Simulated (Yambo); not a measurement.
Yambo run on Ba$_{2}$OsH$_{6}$ (space group Fm-3m, No. 225). The wavefunctions are norm-conserving PBEsol (Quantum ESPRESSO, 74 Ry, no spin-orbit coupling) ones on a 2×2×2 mesh (21 occupied bands); a = 5.722 Å, b = 5.722 Å, c = 5.722 Å, α = 60.00°, β = 60.00°, γ = 60.00°.

Yambo input:

```
rim_cut
gw0
dyson
el_el_corr
HF_and_locXC
ppa
em1d
RandQpts= 1000000
RandGvec= 1 Ry
EXXRLvcs= 74 Ry
VXCRLvcs= 296 Ry
Chimod= "HARTREE"
% BndsRnXp
 5 | 188 |
%
NGsBlkXp= 1 Ry
% LongDrXp
 1.0 | 1.0 | 1.0 |
%
PPAPntXp= 27.2114 eV
% GbndRnge
 1 | 188 |
%
GTermKind= "BG"
DysSolver= "n"
ExtendOut
% QPkrange
 1 | 1 | 21 | 21 |
 3 | 3 | 21 | 22 |
%
```

k points by index: 1 = Γ, 3 = X.

The o-*.qp file then holds:

```
#    K-point    Band    Eo [eV]    E [eV]    E-Eo [eV]    Vxc [eV]    Vnlxc [eV]    Sc|Eo [eV]    Sc|E [eV]    dSc/dw|Eo [eV]    Re(Z)    Im(Z)
#
    1    21    0.000000    0.046654    0.046654    -17.10440    -20.11664    3.069834    3.058898    -6.396326    0.809674    -0.001490
    3    21    -0.287479    -0.271705    0.015774    -16.41983    -19.41533    3.014978    3.011273    -6.445364    0.808494    -0.001511
    3    22    1.851668    2.703416    0.851748    -11.28798    -6.973006    -3.299186    -3.463225    -5.239969    0.838527    -0.001166
```
(The two width columns are left out.) Convergence of these settings isn't established.

Geometry of the Materials Project entry, not relaxed at this level.

The structure is a Materials Project entry; no match was found in the copy of COD used, and its stability was not checked.
